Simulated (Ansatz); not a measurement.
**Phases of Sr at 25 GPa**

Structure types of Sr are relaxed in primitive cells with their symmetry kept at 25 GPa, on PAW files; LAPW relaxes the small cells further and takes the PAW cell for the others (marked *). The enthalpy is E + pV at zero temperature, without zero-point motion. Only the types listed were tried, and differences under about 5 meV/atom are mesh noise. The real phase may be another.

All numbers are LDA results (scalar-relativistic) from Ansatz 0.2.0, with Fermi–Dirac smearing of 0.05 eV, no spin polarisation. Methods: LAPW: all electrons, basis error target 0.5 meV/atom; PAW: frozen-core files, cutoff 420 eV.

k meshes: fcc 14×14×14, bcc 15×15×15, hcp 14×14×8, beta tin 14×14×14, hP4 9×9×5, dhcp 11×11×3.

The PAW files were made under PBE.

```csv
start type,ends as,"a, b, c (Å)",V (Å³/atom),"H − H(lowest), LAPW (meV/atom)"
fcc,"fcc, Fm-3m","4.581, 4.581, 4.581",24.04,33.9
bcc,"bcc, Im-3m","3.664, 3.664, 3.664",24.60,?
hcp,"hcp, P6_3/mmc","3.289, 3.289, 5.058",23.69,0.0
beta tin,"beta tin, I4_1/amd","5.576, 5.576, 3.040",23.63,35.1
hP4*,"dhcp, P6_3/mmc","3.245, 3.245, 10.558",24.06,31.4
dhcp*,"dhcp, P6_3/mmc","3.250, 3.250, 10.522",24.07,?
```

Question: Fill in "H − H(lowest), LAPW (meV/atom)" for the row "bcc".

Answer: 16.4.

Question: What belongs in the row "dhcp*", column "H − H(lowest), LAPW (meV/atom)"?

Answer: 30.2.

Question: Split the lead of hcp over bcc into energy and pV.

Answer: For bcc less hcp: ΔE = -125.4 meV/atom, and p·ΔV = 25 GPa × +0.9087 Å³ × 6.242 meV/(GPa·Å³) = +141.8 meV/atom, together 16.4 meV/atom. hcp wins by its smaller volume, against the internal energy.
